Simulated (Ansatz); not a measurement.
Values for one crystal, relaxed and computed with r²SCAN in the plane-wave PAW code Ansatz; other levels are named.

```yaml
volume_per_atom: 11.17 Å³
band_gap: 1.00 eV (indirect)
Formation energy from the elements (no fitted shifts): -1.20 eV/atom
valence_band_maximum: at Γ
conduction_band_minimum: at X (k = 0.500, 0.500, 0.500)
smallest_direct_gap_on_the_standard_path: 1.42 eV
```

**Question.** Pick the material that matches.
(A) Zn2PtO4, Imma (Pearson symbol oI28)
(B) ZnS, wurtzite
(C) BaTiO3, cubic perovskite
(D) K3MnCrO8, R3m (Pearson symbol hR13)

**Answer.** A, Zn2PtO4, Imma (Pearson symbol oI28)

The workflow started from a Materials Project entry (that database holds measured and hypothetical structures alike); the Crystallography Open Database copy checked does not list it. Whether it is the stable phase at ambient conditions was not checked. The cell was relaxed with r²SCAN under the symmetry of its start; whether a distortion lowers the energy is not shown. The run is not spin-polarised. The references are the lowest solids computed at this level, not always the standard phases (solids in place of the gases). Spin–orbit coupling is left out wherever it is not named.

Potentials: the later of the program's two PAW sets.
